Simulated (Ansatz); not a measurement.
The calculation used DFT PBE, scalar-relativistic, plane waves, PAW (Ansatz 0.2.0). Settings: cutoff 420 eV, Γ-centred meshes spaced at most about 0.3 Å⁻¹, and about 0.25 Å⁻¹ or finer for metals (2π included), Gaussian smearing. No spin polarisation in the final relaxations.

These are static total energies at zero pressure. All come from trial cells, and lower structures may exist.

Question: Which of these relaxed structures of RuC₄ is the lowest in energy?
1. Space group P-3m1 (No. 164), trigonal, a = 2.705 Å, c = 6.196 Å. Ru is surrounded by 6 C at 2.07 Å; around C on its first site lie 1 C at 1.47 Å and 3 Ru at 2.07 Å; around C on its second site lie 1 C at 1.47 Å and 3 C at 1.65 Å.
2. Space group I4/mmm (No. 139), tetragonal, a = 6.909 Å, c = 2.472 Å. Ru is surrounded by 4 C at 2.14 Å and 2 Ru at 2.47 Å; around C lie 2 C at 1.38 Å and 1 Ru at 2.14 Å.

Answer: 1. It has space group P-3m1 (No. 164); the next, 2, with space group I4/mmm (No. 139), lies 256 meV/atom higher. Counting C atoms around Ru (those within 1.25 times the shortest such distance or 1.15 times the sum of covalent radii), the lowest has Ru 6 and the next has Ru 4. The lowest holds C–C nets (shortest 1.47 Å); the next holds C–C chains (shortest 1.38 Å). Even the lowest lies +0.71 eV/atom against the elements.

Cells relaxed within their symmetry can be saddle points. Some structure types and database cells were kept out of the candidates from the start, so a known form may be missing.
